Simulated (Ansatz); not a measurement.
YNi2Ge2:
```
CELL_PARAMETERS angstrom
     -2.02007     2.02007     4.86995
      2.02007    -2.02007     4.86995
      2.02007     2.02007    -4.86995
ATOMIC_POSITIONS crystal
  Y  0.00000 0.00000 0.00000
  Ni 0.25000 0.75000 0.50000
  Ni 0.75000 0.25000 0.50000
  Ge 0.62946 0.62946 0.00000
  Ge 0.37054 0.37054 0.00000
```

Relaxed with r²SCAN. Special points in fractions of this cell's reciprocal vectors: Γ (0.000, 0.000, 0.000); X (0.000, 0.000, 0.500); P (0.250, 0.250, 0.250); N (0.000, 0.500, 0.000); M (0.500, 0.500, -0.500); S (0.293, 0.707, -0.293); S0 (-0.293, 0.293, 0.293); R (-0.086, 0.086, 0.500); G (0.500, 0.500, -0.086).

Question: List the band energies nearest the Fermi level at these points for the program Ansatz at the r²SCAN level (PAW).

Answer: In eV from the Fermi level; about four levels below and three above (degenerate sets whole), none deeper than 8.9 eV; points with the same levels are listed once.

```csv
k,below,above
Γ,-1.31 -1.31 -0.80 -0.27,1.92 1.92 3.15
X,-1.45 -1.40 -0.54 -0.46,2.89 4.20 4.64
P,-1.45 -1.45 -0.49 -0.49,2.12 4.58 4.64
N,-1.95 -1.66 -1.28 -0.11,1.43 1.51 2.39
M,-1.33 -0.99 -0.99 -0.80,0.59 0.73 2.83 2.83
S,-1.88 -1.85 -0.12 -0.01,0.07 2.39 2.42
R,-1.24 -0.93 -0.54 -0.31,2.79 3.96 4.14
```

Space group I4/mmm. The first step of the workflow began from a Materials Project structure, measured or hypothetical; the Crystallography Open Database copy checked does not list it. Whether it is the stable phase at ambient conditions was not checked. Symmetry was held in the r²SCAN relaxation; its stability against distortions is not shown here. The run is not spin-polarised. Scalar-relativistic: spin–orbit coupling is off unless named, which matters more the heavier the elements.

Potentials: the later of the program's two PAW sets.
